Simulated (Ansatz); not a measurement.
Data:

Starting cell, BAs (zinc blende):

```xyz
2
Lattice="0.0000 2.4047 2.4047 2.4047 0.0000 2.4047 2.4047 2.4047 0.0000" Properties=species:S:1:pos:R:3 pbc="T T T"
As     3.6070     3.6070     3.6070
B      0.0000     0.0000     0.0000
```

A phonon eigenvector at Γ is frozen into this cell: atom i moves by Q times the vector below, so Q is the largest atomic displacement, in Å. The cell is held. It is one choice among 3 degenerate patterns.

```tsv
atom	x	y	z
As1	0.000	0.000	0.144
B2	0.000	0.000	-1.000
```

Computed with PBE (plane waves to 420 eV, PAW, scalar-relativistic; Ansatz, a program for electronic structure). k mesh 12×12×12 (Γ-centred), Fermi-Dirac smearing 0.05 eV. E stands for the smeared free energy. BAs was relaxed with its symmetry unable to fall. The zero of ΔE is the undisplaced structure.

The scan covers Q from -0.180 to 0.180 Å in 13 points.

Task: Which space group does the distorted structure have?

Result: Imm2 (No. 44), lowered from F-43m.

Task: Is this a single well or a double well?

Result: A single well with its minimum at or next to zero displacement.

Task: Is the energy the same for equal positive and negative displacements?

Result: Even: the same for both signs.

Task: What is the energy change at Q = 0.180 Å?

Result: 328 meV/cell.

Task: What harmonic wavenumber does the curvature at Q = 0 give?

Result: 677 cm⁻¹.

(For displaced atoms, the force is minus the slope of the energy, and its curvature is a force constant, which sets phonon frequencies.)
